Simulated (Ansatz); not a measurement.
An Ansatz input:

```yaml
crystal:
  lattice:
    - [0.0, 3.2753826481, 3.2753826481]
    - [3.2753826481, 0.0, 3.2753826481]
    - [3.2753826481, 3.2753826481, 0.0]
  atoms:
    - { symbol: Hg, position: [0.125, 0.125, 0.125] }
    - { symbol: Hg, position: [0.875, 0.875, 0.875] }
hamiltonian:
  xc: r2scan
  pseudopotentials:
    kind: paw
    azcp:
      Hg: "pseudopotentials/Hg.paw.azcp"
basis:
  ecutwfc: 500
  fft_grid_basis: typed
kpoints:
  mp_grid: { grid: [9, 9, 9], shift: [0, 0, 0] }
magnetization:
  spin_polarized: false
scf:
  occupations: { method: fermi_dirac, width: 0.1 }
  lower_state_search: "off"
output:
  stress: true
```

Output

```
Engine: ansatz 0.2.0, x86_64-unknown-linux-gnu
Pseudopotentials: kind: paw
Pseudopotential: Hg, paw, valence charge 20, recommended cutoff 500 eV (meta_gga) 
Functional definition: r2SCAN
  parameter k0 = 0.174
  parameter k1 = 0.065
  parameter a1 = 4.9479
  exchange = r2scan_x(k0 = k0, k1 = k1, a1 = a1)
  correlation = r2scan_c
Crystal: 2 atoms, lattice volume = 70.277 Å³
Basis set: ecut = 500 eV, 1807 PW (Γ), exchange–correlation on 144×144×144 points (64 copies of the dense FFT grid, shifted against one another)
Bands: 24, of which v1, the nominal top of the filled ones, is band 20 counted from 1 (19 counted from 0)
Symmetry: 48 space group operations
Space group: Fd-3m (ITA 227), of the structure as read, at distance tolerance 4.1e-5 Å
k-points: 35 of 729
Non-local potential: Hg, projectors of the file, l = 0: 3, l = 1: 2, l = 2: 2, l = 3: 1
PAW form: soft (Blöchl's): semilocal exchange-correlation on the pseudo side does not see the compensation charge
PAW frozen core: Hg, regenerated for the run's functional (the file was generated under x = pbe(κ = 0.804, μ = 0.2195149727645171), c = pbe(β = 0.06672455060314922))
PAW one-centre angular grid: Hg, 590 points (default); XC on 160 Gauss nodes
Initial density: superposition of atomic densities (neutral atoms: chi_scale 0, normalization atom), corrected by the library's trained network
Initial wavefunctions: pseudopotential atomic-orbital guess
Functional: x = r2scan, c = r2scan; τ floored in thin density (d = 2e-4 eV/Å³)
SCF iter   1: F=-27655.251613 eV  HF=-27655.272239 eV  |F-HF|=2.06e-2  |Δ(HF+E_count)|=         —  Δρ=6.98e-3  dr2=3.03e-2  dr2_τ=4.56e-3  ethr=1.77e-3  ⟨swp⟩=5.7  Hψ=3492  notcnv=0
SCF iter   2: F=-27655.253276 eV  HF=-27655.272830 eV  |F-HF|=1.96e-2  |Δ(HF+E_count)|=   5.91e-4  Δρ=6.21e-3  dr2=2.43e-2  dr2_τ=3.55e-3  ethr=7.57e-5  ⟨swp⟩=2.5  Hψ=1965  notcnv=0  defer=1
SCF iter   3: F=-27655.265233 eV  HF=-27655.265292 eV  |F-HF|=5.91e-5  |Δ(HF+E_count)|=   7.54e-3  Δρ=5.18e-4  dr2=1.66e-4  dr2_τ=2.23e-5  ethr=6.08e-5  ⟨swp⟩=2.3  Hψ=1476  notcnv=0  defer=1
SCF iter   4: F=-27655.265288 eV  HF=-27655.265282 eV  |F-HF|=6.66e-6  |Δ(HF+E_count)|=   1.04e-5  Δρ=8.35e-5  dr2=3.48e-6  dr2_τ=7.86e-7  ethr=4.16e-7  ⟨swp⟩=2.0  Hψ=1561  notcnv=0  defer=1
SCF iter   5: F=-27655.265280 eV  HF=-27655.265280 eV  |F-HF|=2.17e-7  |Δ(HF+E_count)|=   1.75e-6  Δρ=2.82e-5  dr2=5.30e-7  dr2_τ=1.12e-7  ethr=8.71e-9  ⟨swp⟩=2.3  Hψ=1561  notcnv=0  defer=1
SCF iter   6: F=-27655.265280 eV  HF=-27655.265280 eV  |F-HF|=5.22e-9  |Δ(HF+E_count)|=   2.38e-8  Δρ=2.47e-6  dr2=5.95e-9  dr2_τ=5.19e-10  ethr=2.50e-10  ⟨swp⟩=4.9  Hψ=3004  notcnv=0
SCF 1 converged in 6 iterations: F = -27655.265280 eV  dr2 = 5.95e-9
SCF converged after 6 iterations
Free energy (F): -27655.265280 eV
Harris-Foulkes:  -27655.265280 eV  (|F-HF|=5.22e-9)
Internal energy: -27655.231533 eV  (E = F + TS)
E sigma→0 (E₀):  -27655.248407 eV
Entropy (-TS):   -0.033747 eV (-16.873 meV/atom)
Fermi energy:    8.914700 eV
--- Per-component energies (eV) ---
  E_band       = -1066.932192
  E_kinetic    = 1210.160428
  E_local      = -6870.678911  (includes V_loc(G=0)·N_el)
  E_nonlocal   = 147.385603
  E_hartree    = 2955.246167
  E_xc         = -416.483658
  E_vxc        = -580.598030  (∫ρ·V_xc dr)
  E_paw        = -19944.141485  (= ΣΔE_a)
  E_vpaw       = -924.515326  (= ΣTr[D̂ρ^β])
  E_aug_tail   = 0.000785  (compensation charges beyond the density's cutoff)
  E_vtau       = 40.824491  (kinetic-family band-sum trace: ∫τ·v_τ [+ j·A + Jᵃ·Aᵃ] dr)
  E_ewald      = -4736.422607
  E_core_change = -0.297855  (= ΣΔE_core)
  E_smearing   = -0.033747  (= −TS)
  E_closure    = -0.000000  (closes the sum)
  Σ components = -27655.265280   (vs F -27655.265280, Δ=0.00e0)
--- Stress (GPa, compression-positive) ---
        1.655261       0.000000      -0.000000
        0.000000       1.655261      -0.000000
        0.000000       0.000000       1.655261
  P = ⅓ Tr σ = 1.6553 GPa (16.553 kbar)
```

Command:

```sh
ansatz run input.yaml --threads 1 --pin off --max-ram 3584MiB --backend cpu --events-out ev --progress --plain --runs-dir out
```

On 1 thread of Intel(R) Xeon(R) Platinum 8259CL CPU @ 2.50GHz (Skylake/Cascade Lake) (shared host) this took about 7.8 s of wall time and 7.8 s of CPU time.
